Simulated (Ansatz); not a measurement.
Rh₂O₃ (corundum)

```cif
data_O6Rh4
_chemical_formula_sum 'Rh4 O6'
_space_group_name_H-M_alt 'P 1'
_space_group_IT_number 1
_cell_length_a 5.47058
_cell_length_b 5.47058
_cell_length_c 5.47058
_cell_angle_alpha 55.673
_cell_angle_beta 55.673
_cell_angle_gamma 55.673
loop_
_space_group_symop_operation_xyz
  'x, y, z'
loop_
_atom_site_label
_atom_site_type_symbol
_atom_site_fract_x
_atom_site_fract_y
_atom_site_fract_z
_atom_site_occupancy
Rh1 Rh 0.84934 0.84934 0.84934 1
Rh2 Rh 0.15066 0.15066 0.15066 1
Rh3 Rh 0.65066 0.65066 0.65066 1
Rh4 Rh 0.34934 0.34934 0.34934 1
O1 O 0.04970 0.45030 0.75000 1
O2 O 0.95030 0.54970 0.25000 1
O3 O 0.75000 0.04970 0.45030 1
O4 O 0.25000 0.95030 0.54970 1
O5 O 0.45030 0.75000 0.04970 1
O6 O 0.54970 0.25000 0.95030 1
```

E(V) scan at fixed shape, V₀ the volume above. The atoms relax within the cell's symmetry.

All values below come from PBEsol (plane waves to 420 eV, PAW, scalar-relativistic; Ansatz, a quantum-chemistry and plane-wave program). k mesh 8×8×8 (Γ-centred), Fermi-Dirac smearing 0.05 eV. The energy includes the smearing's −TS. With the shape held, the modulus is that of even scaling; a crystal free to change shape is softer. Rh2O3 is run without spin polarisation and with no Hubbard U. Rh2O3 was relaxed with its symmetry unable to fall. ΔE is measured from the relaxed starting cell.

```json
[
 {"V (Å³/atom)": "9.790", "ΔE (meV/atom)": "34.0"},
 {"V (Å³/atom)": "9.915", "ΔE (meV/atom)": "21.2"},
 {"V (Å³/atom)": "10.039", "ΔE (meV/atom)": "11.6"},
 {"V (Å³/atom)": "10.164", "ΔE (meV/atom)": "5.0"},
 {"V (Å³/atom)": "10.289", "ΔE (meV/atom)": "1.2"},
 {"V (Å³/atom)": "10.414", "ΔE (meV/atom)": "0.0"},
 {"V (Å³/atom)": "10.539", "ΔE (meV/atom)": "1.2"},
 {"V (Å³/atom)": "10.664", "ΔE (meV/atom)": "4.6"},
 {"V (Å³/atom)": "10.789", "ΔE (meV/atom)": "10.1"},
 {"V (Å³/atom)": "10.914", "ΔE (meV/atom)": "17.5"},
 {"V (Å³/atom)": "11.039", "ΔE (meV/atom)": "26.8"}
]
```

Question: What is the fitted pressure derivative B₀′?

Answer: 5.0.

Question: What bulk modulus at fixed cell shape B₀ follows from a third-order Birch-Murnaghan fit?

Answer: 257 GPa. Check by three points about V = 10.414 Å³/atom, step 0.125: d²E/dV² ≈ (1.2 − 2·0.0 + 1.2) meV / 0.125² = 0.154 eV/Å⁶, and V·d²E/dV² × 160.2 = 256 GPa.

(A scan under strain: stresses follow from slopes of the energy per volume, elastic moduli from its curvatures.)
